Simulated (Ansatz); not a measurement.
CrMoO4 in space group Cmmm (No. 65; Cr on 2a, Mo on 2c, O on 4h, O on 4i), DFT-r²SCAN in the program Ansatz with PAW potentials, all energies at zero smearing, with the estimated change up to a 700 eV cutoff added, with one set of potentials and settings (totals compare only within such a set). Cell of 6 atoms (1 Cr, 1 Mo, 4 O): -10627.575 eV.

| element | reference phase | E (eV/atom) |
|---|---|---|
| Cr | Im-3m, 2 atoms in the cell, spin-polarised | -3382.7158 |
| Mo | Im-3m, 1 atoms in the cell | -4967.5975 |
| O | C2/m, 4 atoms in the cell, spin-polarised | -566.0281 |

Formation energy per atom, worked out: (-10627.575 − 1×(-3382.7158) − 1×(-4967.5975) − 4×(-566.0281))/6 = -2.192 eV/atom (-211 kJ per mol of atoms), at 0 K, without zero-point energy or fitted corrections.

The workflow started from a Materials Project entry (that database holds measured and hypothetical structures alike); the Crystallography Open Database copy checked does not list it. Whether it is the stable phase at ambient conditions was not checked. The cell was relaxed with r²SCAN under the symmetry of its start; whether a distortion lowers the energy is not shown. Magnetic state: ferromagnetic, chosen from 5 collinear starts compared on coarse meshes (ties went to the first, and starts can fall back to one state), not a proven ground state. Other orbital occupations within this spin state were not tried. No Hubbard U is applied. The references are the lowest solids computed at this level, not always the standard phases (solids in place of the gases).

Potentials: the later of the program's two PAW sets.
